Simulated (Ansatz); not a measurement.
Question: Si in space group Fd-3m (No. 227; Si on 8a, Si on 32e, Si on 96g) is relaxed with DFT-PBEsol in the program Ansatz with PAW potentials. What lattice parameters of the conventional cell result?

Answer: a = 14.624 Å.

Question: Give the free coordinates with the occupied sites.

Answer: In one choice of origin and axes:

```tsv
atom	site	symmetry	x	y	z
Si	8a	-43m	0.0000	0.0000	0.0000
Si	32e	.3m	0.3586	0.3586	0.3586
Si	96g	..m	0.0585	0.0585	0.2528
```

Question: Is it a metal or does it have a gap at this level?

Answer: A gap of 0.43 eV, indirect.

The first step of the workflow began from a Materials Project structure, measured or hypothetical. Its sites differ from those of the usual phase in this space group: another stacking or structure type. The PBEsol relaxation kept the symmetry of its start; its stability against distortions is not shown here.

Potentials: the later of the program's two PAW sets.
